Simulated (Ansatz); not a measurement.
## Ca: do energies and stresses tell the same story?

The calculation used Ansatz, DFT r2SCAN, scalar-relativistic, plane waves, PAW.

Cutoff 500 eV; k points 12×12×8 on the computed 2-atom cell (Γ-centred); Gaussian smearing, width 0.10 eV; no spin polarisation.

Relaxed cell: P6_3/mmc, a = 3.939 Å, b = 3.939 Å, c = 6.457 Å, α = 90.00°, β = 90.00°, γ = 120.00°, 2 atoms in the primitive cell. This form isn't the element's structure at ambient conditions.

Energies at zero smearing and pressures from the stress tensor, at volumes with shape and atoms relaxed:
| V (Å³/atom) | E − E(first) (meV/atom) | P (GPa) |
| --- | --- | --- |
| 38.172 | 0.00 | 2.771 |
| 39.474 | -18.93 | 1.946 |
| 40.775 | -31.56 | 1.218 |
| 42.076 | -38.65 | 0.577 |
| 43.378 | -40.85 | 0.008 |
| 44.679 | -38.74 | -0.493 |
| 45.980 | -32.83 | -0.934 |
| 47.716 | -19.80 | -1.442 |

**Question.** Check P = −dE/dV between neighbouring volumes, and get the bulk modulus from the pressures alone.

**Answer.** With 1 eV/Å³ = 160.2 GPa:
```
middle V (Å³/atom)  −ΔE/ΔV (GPa) mean P (GPa)
            38.823         2.330         2.359
            40.124         1.555         1.582
            41.426         0.873         0.897
            42.727         0.272         0.292
            44.028        -0.260        -0.242
            45.330        -0.728        -0.714
            46.848        -1.203        -1.188
```

The two differ by 0.028 GPa at most. The mean of two end pressures misses the average over a step by about ΔV² P″/12, up to 0.009 GPa here; with that taken off 0.020 GPa remains. Around V = 43.378 Å³/atom, the two neighbours give B = −V ΔP/ΔV = 43.378 × 1.070 / 2.603 = 17.8 GPa, against B0 = 17.7 GPa from the Birch–Murnaghan fit of the energies.

Cost: 9 runs of about 5.3 core-minutes in all, on Oxide Virtual Turin-like Processor (Zen 5) (shared hosts).